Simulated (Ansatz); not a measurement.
## Zincblende alloy of GaN and AlN (24 of 32 Ga sites exchanged), 64 atoms

Ansatz, PAW, plane waves. PBEsol relaxation of volume and atoms (shape held) at the single k point (¼, ¼, ¼) without its symmetry partners; single points on the relaxed atoms at the single k point (¼, ¼, ¼) without its symmetry partners, onto which points of the small cell's zone fold. Arrangement: quasirandom. No spin–orbit coupling unless named.

Relaxed structure:

```
Ga Al N
1.0
     8.81479    0.00000    0.00000
     0.00000    8.81479    0.00000
     0.00000    0.00000    8.81479
Ga Al N
8 24 32
Cartesian
  0.0013 0.0121 0.0197
  4.4120 0.0129 0.0204
  4.4180 4.4000 4.4011
  2.2065 0.0188 6.5936
  2.1998 4.4072 2.1950
  6.6161 0.0189 6.5932
  8.8146 6.5932 6.5998
  4.4094 6.6004 6.6068
  0.0023 0.0091 4.3813
  8.8113 4.3995 8.8129
  8.8071 4.4014 4.3988
  4.4111 0.0095 4.3813
  4.4169 4.4014 8.8125
  2.2030 2.2206 0.0002
  2.1997 2.2028 4.3964
  2.2066 6.5978 0.0094
  2.1953 6.6138 4.3896
  6.6136 2.2264 0.0055
  6.6210 2.2075 4.3931
  6.6159 6.5923 0.0157
  6.6178 6.6097 4.3799
  2.2051 0.0030 2.2123
  2.1990 4.3952 6.6095
  6.6154 0.0037 2.2126
  6.6199 4.4075 2.1931
  6.6200 4.3927 6.6109
  8.8085 2.2087 2.2046
  0.0027 2.2256 6.5984
  8.8103 6.6092 2.2065
  4.4143 2.2033 2.2021
  4.4127 2.2192 6.6035
  4.4186 6.6155 2.1979
  1.1378 1.1398 1.1365
  1.0672 1.1320 5.4750
  1.0664 5.5328 1.0751
  1.1339 5.4753 5.4717
  5.5516 1.1348 1.1333
  5.4801 1.1384 5.4708
  5.5075 5.5046 1.1057
  5.5747 5.5065 5.5049
  3.3389 3.2835 1.0795
  3.2801 3.2818 5.5255
  3.2801 7.6904 1.1299
  3.3106 7.7157 5.4492
  7.7231 3.3109 1.1041
  7.7122 3.3090 5.5024
  7.6853 7.6907 1.1324
  7.7203 7.7159 5.4471
  3.3084 1.1118 3.2991
  3.3136 1.1582 7.7137
  3.3135 5.5568 3.2998
  3.2801 5.4766 7.7371
  7.7167 1.1058 3.2995
  7.7207 1.1642 7.7131
  7.7186 5.5043 3.2985
  7.6880 5.4781 7.7373
  1.0777 3.2846 3.3245
  1.0993 3.3097 7.7144
  1.0990 7.7167 3.2983
  1.1293 7.6939 7.7326
  5.5424 3.2837 3.2705
  5.5139 3.3094 7.7093
  5.5134 7.7181 3.2992
  5.5411 7.6950 7.7397
```

Q: What are the mean bond lengths by pair (pairs within 1.2 times the sum of covalent radii, less contacts 15 % beyond the pair's median; cation–cation pairs of compounds aside; long ionic contacts are cut short by that bound)?

A: Al–N 1.896 ± 0.005 Å (standard deviation, 96 bonds); Ga–N 1.946 ± 0.004 Å (standard deviation, 32 bonds).

Q: What gap lies between the top filled and the lowest empty level in the single points?

A: HSE06 5.46 eV (20 s on NVIDIA GB300). Away from Γ this isn't the crystal's band gap.
